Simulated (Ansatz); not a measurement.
BP:
```
BP
1.0
    0.00000     2.26010     2.26010
    2.26010     0.00000     2.26010
    2.26010     2.26010     0.00000
B P
1 1
Direct
  0.00000   0.00000   0.00000
  0.75000   0.75000   0.75000
```

Relaxed with PBEsol. Special points in fractions of this cell's reciprocal vectors: Γ (0.000, 0.000, 0.000); X (0.500, 0.000, 0.500); U (0.625, 0.250, 0.625); K (0.375, 0.375, 0.750); L (0.500, 0.500, 0.500); W (0.500, 0.250, 0.750).

Q: List the band energies nearest the valence-band maximum at these points for PBEsol (plane waves, PAW; program Ansatz).

A: In eV from the valence-band maximum; about four levels below and three above (degenerate sets whole), none deeper than 8.9 eV; … stands for higher levels left out; points with the same levels are listed once.

```
k              below           above
-  -----------------  --------------
Γ     0.00 0.00 0.00  3.38 3.38 3.38
X  -8.65 -4.18 -4.18     1.21 1.51 …
U  -8.22 -6.37 -3.56  2.02 5.92 9.75
L        -1.78 -1.78  3.79 4.65 4.65
W  -8.10 -5.80 -5.60  5.22 6.66 7.25
```

Space group F-43m (zinc blende). Symmetry was held in the PBEsol relaxation.

Potentials: the earlier of the program's two PAW sets. The files were generated under PBE; for other functionals the program regenerates the frozen cores, and for LDA and PBEsol the local potential too.
